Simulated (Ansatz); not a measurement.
Re:
```
CELL_PARAMETERS angstrom
      0.00000     2.80768     2.80768
      2.80768     0.00000     2.80768
      2.80768     2.80768     0.00000
ATOMIC_POSITIONS crystal
  Re 0.00000 0.00000 0.00000
  Re 0.25000 0.25000 0.25000
```

Relaxed with r²SCAN. Special points in fractions of this cell's reciprocal vectors: Γ (0.000, 0.000, 0.000); X (0.500, 0.000, 0.500); U (0.625, 0.250, 0.625); K (0.375, 0.375, 0.750); L (0.500, 0.500, 0.500); W (0.500, 0.250, 0.750).

Task: List the band energies nearest the Fermi level at these points for plane-wave PAW r²SCAN (Ansatz code).

Result: In eV from the Fermi level; about four levels below and three above (degenerate sets whole), none deeper than 8.9 eV; points with the same levels are listed once.

| k | below | above |
|---|---|---|
| Γ | -3.13 -3.13 -2.39 -2.39 -2.39 | 0.78 0.78 0.78 |
| X | -2.55 -2.55 -1.96 -1.96 | 0.06 0.06 3.96 3.96 |
| U | -2.01 -0.56 -0.43 -0.02 | 2.77 3.84 4.30 |
| L | -2.80 -2.80 -2.61 -2.61 -0.86 | 1.87 1.87 3.56 3.56 |
| W | -0.86 -0.86 -0.80 -0.80 | 4.19 4.19 4.48 4.48 |

Space group Fd-3m (diamond). The start of the workflow was typed in or built on a structure type; neither database checked (COD, Materials Project) lists it. It is not the phase usual at ambient conditions (space group No. 194). Symmetry was held in the r²SCAN relaxation. At this level the phase is mechanically unstable. The run is not spin-polarised. Spin–orbit coupling is left out wherever it is not named.

Potentials: the earlier of the program's two PAW sets.
